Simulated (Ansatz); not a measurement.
This is a known allotrope of La, reached from a generated start. Known forms of La include space group No. 194.

One stationary structure of La. Level of theory: r2SCAN (plane waves to 500 eV, PAW, scalar-relativistic; Ansatz, a program for electronic structure).

```xyz
1
Lattice="-2.1226 2.1226 2.1226 2.1226 -2.1226 2.1226 2.1226 2.1226 -2.1226" Properties=species:S:1:pos:R:3 pbc="T T T"
La     0.0000     0.0000     0.0000
```

**Question.** Find the space group and the Wyckoff positions (tolerance 0.01 Å).

**Answer.** Space group Im-3m (No. 229); a = b = c = 4.245 Å, α = β = γ = 90.00°

| atom | site | symmetry | x | y | z |
|---|---|---|---|---|---|
| La | 2a | m-3m | 0.0000 | 0.0000 | 0.0000 |

This is the bcc (W type).

**Question.** Give the shortest distances between elements (the closest pairs, up to four, under 3.6 Å).

**Answer.** .

```json
{
 "volume_per_atom": "38.25 Å³",
 "density": "6.03 g/cm³",
 "band_gap": "zero (metallic)"
}
```

No spin polarisation in the result. A magnetic state may lie lower.

The run could not lose the symmetry of its start.
